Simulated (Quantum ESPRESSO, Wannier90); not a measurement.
**Tight-binding from DFT: NaH (rock salt)**

Materials Project entry mp-23870; symmetrised, unrelaxed at this level. COD (Crystallography Open Database) has an entry of this formula and space group (matched by these alone). Computed values, not measurements, from PBEsol: Quantum ESPRESSO (norm-conserving PseudoDojo potentials, cutoff 71 Ry, no spin polarisation, no spin-orbit coupling) on a Γ-centred 12×12×12 mesh, then Wannier90. Density: 12×12×12 mesh, cold smearing 0.01 Ry.

On the energy scale of pw.x, whose zero is arbitrary, the valence-band maximum lies at 0.96 eV.

Input w.win:

```
num_bands = 3
num_wann = 3
exclude_bands = 1,5-15
num_iter = 1000
conv_tol = 1.0e-6
conv_window = 4
write_hr = true
write_u_matrices = true
auto_projections = true
begin unit_cell_cart
ang
    0.0000000000    2.3864200000    2.3864200000
    2.3864200000    0.0000000000    2.3864200000
    2.3864200000    2.3864200000    0.0000000000
end unit_cell_cart
begin atoms_frac
Na   0.0000000000  0.0000000000  0.0000000000
H    0.5000000000  0.5000000000  0.5000000000
end atoms_frac
mp_grid = 12 12 12
begin kpoints
0.0000000000 0.0000000000 0.0000000000
0.0000000000 0.0000000000 0.0833333333
0.0000000000 0.0000000000 0.1666666667
... (1725 more lines: the 12x12x12 mesh through Gamma)
end kpoints
```

Input of pw2wannier90.x that gives the overlap and projection files (equivalent; here they were cut from one run over all bands):

```
&inputpp
  outdir = './out'
  prefix = 'pwscf'
  seedname = 'w'
  write_amn = .true.
  write_mmn = .true.
  atom_proj = .true.
  atom_proj_exclude = 1 5 6
/
```

Output w.wout (banner and timings cut):

```
                                    ------
                                    SYSTEM
                                    ------

                              Lattice Vectors (Ang)
                    a_1     0.000000   2.386420   2.386420
                    a_2     2.386420   0.000000   2.386420
                    a_3     2.386420   2.386420   0.000000

                   Unit Cell Volume:      27.18133  (Ang^3)

                        Reciprocal-Space Vectors (Ang^-1)
                    b_1    -1.316446   1.316446   1.316446
                    b_2     1.316446  -1.316446   1.316446
                    b_3     1.316446   1.316446  -1.316446

 *----------------------------------------------------------------------------*
 |   Site       Fractional Coordinate          Cartesian Coordinate (Ang)     |
 +----------------------------------------------------------------------------+
 | na   1   0.00000   0.00000   0.00000   |    0.00000   0.00000   0.00000    |
 | h    1   0.50000   0.50000   0.50000   |    2.38642   2.38642   2.38642    |
 *----------------------------------------------------------------------------*
                                ------------
                                K-POINT GRID
                                ------------

             Grid size = 12 x 12 x 12      Total points = 1728

 *---------------------------------- MAIN ------------------------------------*
 |  Number of Wannier Functions               :                 3             |
 |  Number of Objective Wannier Functions     :                 3             |
 |  Number of input Bloch states              :                 3             |
 |  Output verbosity (1=low, 5=high)          :                 1             |
 |  Timing Level (1=low, 5=high)              :                 1             |
 |  Optimisation (0=memory, 3=speed)          :                 3             |
 |  Length Unit                               :               Ang             |
 |  Post-processing setup (write *.nnkp)      :                 F             |
 |  Using Gamma-only branch of algorithms     :                 F             |
 *----------------------------------------------------------------------------*
 *------------------------------- WANNIERISE ---------------------------------*
 |  Total number of iterations                :              1000             |
 |  Number of CG steps before reset           :                 5             |
 |  Trial step length for line search         :             2.000             |
 |  Convergence tolerence                     :         0.100E-05             |
 |  Convergence window                        :                 4             |
 |  Iterations between writing output         :                 1             |
 |  Iterations between backing up to disk     :               100             |
 |  Write r^2_nm to file                      :                 F             |
 |  Write xyz WF centres to file              :                 F             |
 |  Write on-site energies <0n|H|0n> to file  :                 F             |
 |  Use guiding centre to control phases      :                 F             |
 |  Use phases for initial projections        :                 F             |
 *----------------------------------------------------------------------------*
 *-------------------------------- PLOTTING ----------------------------------*
 |  Plotting Hamiltonian in WF basis          :                 T             |
 *----------------------------------------------------------------------------*

 *---------------------------------- K-MESH ----------------------------------*
 +----------------------------------------------------------------------------+
 |                    Distance to Nearest-Neighbour Shells                    |
 |                    ------------------------------------                    |
 |          Shell             Distance (Ang^-1)          Multiplicity         |
 |          -----             -----------------          ------------         |
 |             1                   0.190013                      8            |
 |             2                   0.219408                      6            |
 |             3                   0.310289                     12            |
 |             4                   0.363846                     24            |
 |             5                   0.380025                      8            |
 |             6                   0.438815                      6            |
 |             7                   0.478188                     24            |
 |             8                   0.490610                     24            |
       ... (lines left out)
 +----------------------------------------------------------------------------+
 | The b-vectors are chosen automatically                                     |
 | The following shells are used:                       1                     |
 +----------------------------------------------------------------------------+
 |                        Shell   # Nearest-Neighbours                        |
 |                        -----   --------------------                        |
 |                          1               8                                 |
 +----------------------------------------------------------------------------+
 | Completeness relation is fully satisfied [Eq. (B1), PRB 56, 12847 (1997)]  |
 +----------------------------------------------------------------------------+
 |                  b_k Vectors (Ang^-1) and Weights (Ang^2)                  |
 |                  ----------------------------------------                  |
 |            No.         b_k(x)      b_k(y)      b_k(z)        w_b           |
 |            ---        --------------------------------     --------        |
 |             1         0.109704    0.109704   -0.109704    10.386435        |
 |             2         0.109704   -0.109704    0.109704    10.386435        |
 |             3        -0.109704    0.109704    0.109704    10.386435        |
 |             4         0.109704    0.109704    0.109704    10.386435        |
 |             5        -0.109704   -0.109704    0.109704    10.386435        |
 |             6        -0.109704    0.109704   -0.109704    10.386435        |
 |             7         0.109704   -0.109704   -0.109704    10.386435        |
 |             8        -0.109704   -0.109704   -0.109704    10.386435        |
 +----------------------------------------------------------------------------+
 |                           b_k Directions (Ang^-1)                          |
 |                           -----------------------                          |
 |            No.           x           y           z                         |
 |            ---        --------------------------------                     |
 |             1         0.109704    0.109704   -0.109704                     |
 |             2         0.109704   -0.109704    0.109704                     |
 |             3        -0.109704    0.109704    0.109704                     |
 |             4         0.109704    0.109704    0.109704                     |
 +----------------------------------------------------------------------------+

 Starting a new Wannier90 calculation ...

 Reading overlaps from w.mmn

 Reading projections from w.amn

 *------------------------------- WANNIERISE ---------------------------------*
 +--------------------------------------------------------------------+<-- CONV
 | Iter  Delta Spread     RMS Gradient      Spread (Ang^2)            |<-- CONV
 +--------------------------------------------------------------------+<-- CONV

 ------------------------------------------------------------------------------
 Initial State
  WF centre and spread    1  (  0.000000,  0.000000, -0.000000 )     0.26302636
  WF centre and spread    2  (  0.000000,  0.000000, -0.000000 )     0.26302636
  WF centre and spread    3  ( -0.000000, -0.000000, -0.000000 )     0.26302636
  Sum of centres and spreads (  0.000000, -0.000000, -0.000000 )     0.78907909

      0     0.789E+00     0.0000000000        0.7890790895  <-- CONV
        O_D=      0.0000000 O_OD=      0.0002036 O_TOT=      0.7890791 <-- SPRD
 ------------------------------------------------------------------------------
      1    -0.244E-14     0.0000006479        0.7890790895  <-- CONV
        O_D=      0.0000000 O_OD=      0.0002036 O_TOT=      0.7890791 <-- SPRD
      2    -0.511E-14     0.0000006477        0.7890790895  <-- CONV
        O_D=      0.0000000 O_OD=      0.0002036 O_TOT=      0.7890791 <-- SPRD
      3    -0.755E-14     0.0000006473        0.7890790895  <-- CONV
        O_D=      0.0000000 O_OD=      0.0002036 O_TOT=      0.7890791 <-- SPRD
      4    -0.999E-14     0.0000006467        0.7890790895  <-- CONV
        O_D=      0.0000000 O_OD=      0.0002036 O_TOT=      0.7890791 <-- SPRD
             <<<     Delta < 1.000E-06  over  4 iterations     >>>
             <<< Wannierisation convergence criteria satisfied >>>
 Final State
  WF centre and spread    1  (  0.000000,  0.000000, -0.000000 )     0.26302636
  WF centre and spread    2  (  0.000000,  0.000000, -0.000000 )     0.26302636
  WF centre and spread    3  ( -0.000000, -0.000000, -0.000000 )     0.26302636
  Sum of centres and spreads (  0.000000, -0.000000, -0.000000 )     0.78907909

         Spreads (Ang^2)       Omega I      =     0.788875537
        ================       Omega D      =     0.000000000
                               Omega OD     =     0.000203553
    Final Spread (Ang^2)       Omega Total  =     0.789079089
```
